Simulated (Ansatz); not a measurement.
The relaxed structure here is a generated cell of Bi2Se3: the first start was made by placing the elements on the sites of a structure type, and the end was not matched to a known phase here, so it may be hypothetical. Known forms of Bi2Se3 include space group No. 166.

A relaxed cell of Bi₂Se₃ (R32 (No. 155)), relaxed on a k-mesh at least as fine as the one used below. Computed with PBE (plane waves to 420 eV, PAW, scalar-relativistic; Ansatz, a quantum-chemistry and plane-wave program). Γ-centred k-mesh 4×2×4 on the run's cell (coarser than for final values), Fermi–Dirac smearing 0.05 eV.

```
Bi2Se3
1.0
    3.70927     2.14155     3.59995
   -7.41855     4.28310     7.19990
    0.00000    -4.28310     3.59995
Se Bi
6 4
Direct
  0.20849   0.39576   0.50000
  0.20849   0.89576   0.50000
  0.50000   0.10424   0.79151
  0.50000   0.60424   0.79151
  0.79151   0.25000   0.20849
  0.79151   0.75000   0.20849
  0.32671   0.16335   0.32671
  0.32671   0.66335   0.32671
  0.67329   0.33665   0.67329
  0.67329   0.83665   0.67329
```

The atoms are displaced by (Å):

| atom | ux | uy | uz |
|---|---|---|---|
| Se1 | -0.030 | -0.014 | 0.078 |
| Se2 | -0.050 | 0.038 | -0.023 |
| Se3 | -0.018 | 0.044 | 0.022 |
| Se4 | -0.034 | -0.067 | -0.187 |
| Se5 | -0.142 | 0.159 | 0.073 |
| Se6 | -0.036 | -0.114 | -0.093 |
| Bi7 | 0.030 | -0.134 | -0.237 |
| Bi8 | 0.017 | -0.094 | -0.025 |
| Bi9 | -0.108 | -0.125 | -0.094 |
| Bi10 | 0.096 | -0.052 | 0.081 |

Problem. What forces (eV/Å) and pressure result?

Solution. 
```json
[
 {"atom": "Se1", "Fx": "-0.14", "Fy": "-0.11", "Fz": "-0.67"},
 {"atom": "Se2", "Fx": "0.14", "Fy": "-0.39", "Fz": "0.05"},
 {"atom": "Se3", "Fx": "0.35", "Fy": "-0.57", "Fz": "-0.64"},
 {"atom": "Se4", "Fx": "-0.29", "Fy": "0.05", "Fz": "0.91"},
 {"atom": "Se5", "Fx": "0.32", "Fy": "-0.70", "Fz": "0.07"},
 {"atom": "Se6", "Fx": "0.22", "Fy": "0.29", "Fz": "0.15"},
 {"atom": "Bi7", "Fx": "-0.58", "Fy": "0.66", "Fz": "0.49"},
 {"atom": "Bi8", "Fx": "-0.08", "Fy": "0.09", "Fz": "-0.56"},
 {"atom": "Bi9", "Fx": "0.35", "Fy": "0.82", "Fz": "0.51"},
 {"atom": "Bi10", "Fx": "-0.31", "Fy": "-0.14", "Fz": "-0.31"}
]
```

Pressure +0.1 GPa.

Problem. Estimate the energy cost of the displacement in the harmonic approximation and compare with the calculation.

Solution. For a harmonic well ΔE = −½ Σ F·u = 0.471 eV a cell, or 47 meV/atom. The calculated energy relative to the undisplaced cell is +43 meV/atom, so the harmonic estimate holds well.

The undisplaced cell is probably no minimum: from this displacement the run went on to R3 (No. 146), 27 meV/atom below it.

No spin polarisation in the result.
